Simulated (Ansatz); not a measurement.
Ge (β-Sn type, I4_1/amd) under volume change, DFT-LDA in the program Ansatz with PAW potentials, shape and atoms relaxed at each volume.

| V (Å³/atom) | E − E(relaxed) (meV/atom) | P (GPa) |
|---|---|---|
| 16.280 | 46.0 | 10.00 |
| 16.816 | 19.2 | 6.09 |
| 17.353 | 4.5 | 2.78 |
| 17.890 | 0.0 | 0.00 |
| 18.426 | 4.0 | -2.32 |
| 18.963 | 15.1 | -4.24 |
| 19.500 | 32.1 | -5.88 |

**Question.** What does a third-order Birch–Murnaghan fit give for V₀, B₀ and B′?

**Answer.** V₀ = 17.89 Å³/atom, B₀ = 84.2 GPa, B′ = 4.9.

This is a known high-pressure phase of the composition, computed here at zero pressure and temperature. The cell was relaxed with LDA under the symmetry of its start; of distortions, only those at the zone centre were tested.

Potentials: the later of the program's two PAW sets.
